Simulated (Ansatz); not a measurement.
Rb: computed property card

Rb:
```
Rb
1.0
    4.81750     0.00000     0.00000
   -2.40875     4.17208     0.00000
    0.00000     0.00000    15.51088
Rb
4
Direct
  0.00000   0.00000   0.00000
  0.00000   0.00000   0.50000
  0.33333   0.66667   0.75000
  0.66667   0.33333   0.25000
```

Space group P6_3/mmc (No. 194), dhcp (α-La type); conventional cell a = 4.8175 Å, b = 4.8175 Å, c = 15.5109 Å, α = 90.00°, β = 90.00°, γ = 120.00°.

Method: LDA (plane waves, PAW; program Ansatz). The cell and atoms are relaxed at this level. Other levels are named where they apply.

### Cell and energy

```json
{
  "volume_per_atom": "77.94 Å³",
  "density": "1.82 g/cm³"
}
```

### Electronic structure

```json
{
  "electronic_character": "metallic (no gap)",
  "Density of states at the Fermi level": "0.97 states/eV per atom (mean over ±0.08 eV)"
}
```

The first step of the workflow began from a Materials Project structure, measured or hypothetical; the Crystallography Open Database copy checked does not list it. It is not the phase usual at ambient conditions (space group No. 229). Symmetry was held in the LDA relaxation; its stability against distortions is not shown here. Axis ratios of metals converge slowly with the k-mesh, so a and c are less sure than the volume. Spin–orbit coupling is left out wherever it is not named.

Potentials: the later of the program's two PAW sets.
